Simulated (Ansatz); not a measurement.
Relaxed-ion elastic tensor of SnSb (rock salt, space group No. 225) in GPa (Voigt order), PBEsol in the plane-wave PAW code Ansatz; density 7.09 g/cm³, 28.17 Å³ per atom.

```json
[
 {"": "1", "1": "139", "2": "19.4", "3": "19.4", "4": "0.0", "5": "0.0", "6": "0.0"},
 {"": "2", "1": "19.4", "2": "139", "3": "19.4", "4": "0.0", "5": "0.0", "6": "0.0"},
 {"": "3", "1": "19.4", "2": "19.4", "3": "139", "4": "0.0", "5": "0.0", "6": "0.0"},
 {"": "4", "1": "0.0", "2": "0.0", "3": "0.0", "4": "14.6", "5": "0.0", "6": "0.0"},
 {"": "5", "1": "0.0", "2": "0.0", "3": "0.0", "4": "0.0", "5": "14.6", "6": "0.0"},
 {"": "6", "1": "0.0", "2": "0.0", "3": "0.0", "4": "0.0", "5": "0.0", "6": "14.6"}
]
```

Task: Is the crystal mechanically stable?

Result: Yes: the smallest eigenvalue of C is 14.6 GPa.

Task: Work out the Voigt, Reuss and Hill averages.

Result: K_V = 59.3, K_R = 59.3, K_H = 59.3; G_V = 32.7, G_R = 20.9, G_H = 26.8 GPa.

Task: Give Young's modulus, Poisson's ratio, Pugh's ratio and the universal anisotropy index.

Result: E = 9KG/(3K + G) = 70.0 GPa; ν = 0.30; K/G = 2.21 (ductile by the Pugh limit of 1.75); A_U = 5G_V/G_R + K_V/K_R − 6 = 2.82.

Task: Estimate the sound speeds and the Debye temperature.

Result: v_l = √((K + 4G/3)/ρ) = 3660 m/s, v_t = √(G/ρ) = 1950 m/s, mean 2170 m/s; Θ = (h/k)(3n/4πV)^(1/3) v_m = 213 K.

Task: Give the Zener ratio and Young's modulus along [100], [110] and [111].

Result: A = 2C44/(C11 − C12) = 0.24; 1/E = S11 − 2(S11 − S12 − S44/2)Γ with Γ = 0, 1/4, 1/3 gives 135, 49.1, 40.5 GPa.

Task: Solve the Christoffel equation for the three sound speeds along [100], [110], [111].

Result: Eigenvalues of C_ijkl n_j n_l equal ρv². In km/s, slowest first: [100] 1.44, 1.44, 4.43; [110] 1.44, 2.91, 3.64; [111] 2.52, 2.52, 3.33.

Space group Fm-3m (rock salt). The workflow started from an entry of the Crystallography Open Database (COD), which files this formula under 2 space groups. Whether it is the stable phase at ambient conditions was not checked. Symmetry was held in the PBEsol relaxation; of distortions, only those at the zone centre were tested. As this level gives no gap, shear constants depend on the k-mesh and smearing (Fermi–Dirac, 0.1 eV here). Scalar-relativistic: spin–orbit coupling is off unless named, which matters more the heavier the elements.

Potentials: the later of the program's two PAW sets.
